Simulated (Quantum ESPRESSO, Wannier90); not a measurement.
# Tight-binding from DFT: TaS2 (P6₃/mmc, 2Hc stacking as in molybdenite, isolated units)

```
begin unit_cell_cart
ang
    3.3389502070    0.0000000000    0.0000000000
   -1.6694751035    2.8916157012    0.0000000000
    0.0000000000    0.0000000000   17.5854700000
end unit_cell_cart
begin atoms_frac
Ta  -0.3333333333  0.3333333333  0.2500000000
Ta   0.3333333333 -0.3333333333 -0.2500000000
S    0.0000000000  0.0000000000  0.3381100000
S    0.0000000000  0.0000000000 -0.3381100000
S    0.0000000000  0.0000000000 -0.1618900000
S    0.0000000000  0.0000000000  0.1618900000
end atoms_frac
```

Cell from Materials Project (mp-1072086), symmetrised, no further relaxation. Level: PBEsol, no spin polarisation, no spin-orbit coupling; pw.x of Quantum ESPRESSO at 47 Ry with PseudoDojo potentials, 6×6×4 k-points, Wannier90. Density: 12×12×2 mesh, cold smearing 0.01 Ry. The cell is built of weakly bound layers, chains or molecules, whose nearest atoms lie 5.69 Å apart, far more than in van der Waals crystals (3.2 to 4.2 Å): it describes nearly isolated units, such as a monolayer, not the bulk crystal. Spin-orbit coupling is left out although heavy elements are present.

A tight-binding model is made by disentanglement and projection with no localisation steps (num_iter = 0), so the 22 orbitals stay atom-like: hydrogen-like Ta: d; S: p, axes along x, y, z; frozen window up to 1.50 eV relative to the Fermi level. It follows pw.x to 3.2 meV rms for states up to 1.0 eV relative to the Fermi level. Matrix elements depend on this choice of orbitals and windows.

Task: What are the on-site energies relative to the Fermi level, and how fast do the hoppings decay?

Result: 
| atom | orbitals | energy (eV) |
|---|---|---|
| Ta1 | dz2 | 1.00 |
| Ta1 | dxz dyz | 2.18 |
| Ta1 | dx2-y2 dxy | 1.07 |
| Ta2 | dz2 | 1.00 |
| Ta2 | dxz dyz | 2.18 |
| Ta2 | dx2-y2 dxy | 1.07 |
| S3 | pz | -1.61 |
| S3 | px py | -1.55 |
| S4 | pz | -1.61 |
| S4 | px py | -1.55 |
| S5 | pz | -1.61 |
| S5 | px py | -1.55 |
| S6 | pz | -1.61 |
| S6 | px py | -1.55 |

| distance of the centres (Å) | largest modulus (eV) |
|---|---|
| 2–3 | 1.7 |
| 3–4 | 1.1 |
| 4–5 | 0.21 |
| 5–6 | 0.094 |
| 6–7 | 0.059 |
| 7–8 | 0.011 |
